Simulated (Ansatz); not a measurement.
Input:

BeS:
```yaml
crystal:
  lattice:
    - [2.89467, 0.00000, 0.00000]
    - [0.00000, 2.89467, 0.00000]
    - [0.00000, 0.00000, 2.89467]
  atoms:
    - { symbol: Be, position: [0.00000, 0.00000, 0.00000] }
    - { symbol: S, position: [0.50000, 0.50000, 0.50000] }
```

This is the PBEsol-relaxed structure.

**Question.** All from PBEsol (plane waves, PAW; program Ansatz), unless another level is named. Give the electronic character.

**Answer.** metallic (no gap).

**Question.** Next, the formation energy from the elements (no fitted shifts)?

**Answer.** 0.32 eV/atom.

**Question.** Next, the density of states at the Fermi level?

**Answer.** 0.46 states/eV per atom (mean over ±0.08 eV).

Space group Pm-3m (CsCl type). The cell is a constructed one: a structure type filled with these elements; neither database checked (COD, Materials Project) lists it. COD files the formula under space group No. 216. Its standing as an ambient phase is unchecked. The cell was relaxed with PBEsol under the symmetry of its start. At this level the phase is dynamically unstable (imaginary phonons). The references are the lowest solids computed at this level, not always the standard phases.

Potentials: the earlier of the program's two PAW sets. The files were generated under PBE; for other functionals the program regenerates the frozen cores, and for LDA and PBEsol the local potential too.
